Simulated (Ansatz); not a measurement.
A geometry of SnSe away from equilibrium: the start of the relaxation of a relaxed SnSe cell stretched uniformly to 115 % of its volume. Computed with PBEsol (plane waves to 420 eV, PAW, scalar-relativistic; Ansatz, a program for electronic structure). Γ-centred k-mesh 2×5×5 on the run's cell (coarser than for final values), Fermi–Dirac smearing 0.05 eV.

```xyz
8
Lattice="11.9838 0.0000 0.0000 0.0000 4.3502 0.0000 0.0000 0.0000 4.5697" Properties=species:S:1:pos:R:3 pbc="T T T"
Sn     1.4143     1.0876     0.4349
Sn     4.5776     3.2627     2.7198
Sn    10.5695     3.2627     4.1348
Sn     7.4062     1.0876     1.8499
Se    10.2724     1.0876     2.1792
Se     7.7033     3.2627     4.4640
Se     1.7114     3.2627     2.3905
Se     4.2805     1.0876     0.1057
```

### Question
Predict the force on each atom, in eV/Å.

### Answer
```
atom     Fx    Fy     Fz
----  -----  ----  -----
Sn1    0.55  0.00   0.37
Sn2   -0.55  0.00   0.37
Sn3   -0.55  0.00  -0.37
Sn4    0.55  0.00  -0.37
Se5   -0.33  0.00   0.31
Se6    0.33  0.00   0.31
Se7    0.33  0.00  -0.31
Se8   -0.33  0.00  -0.31
```

### Question
What is the pressure?

### Answer
-5.8 GPa, compression positive.

### Question
How far above the relaxed end point is this geometry?

### Answer
0.08 eV/atom; the path ends in Pnma (No. 62) (AFLOW prototype AB_oP8_62_c_c (B29, as in SnS)).

No spin polarisation in the result.

The run could not lose the symmetry of its start.
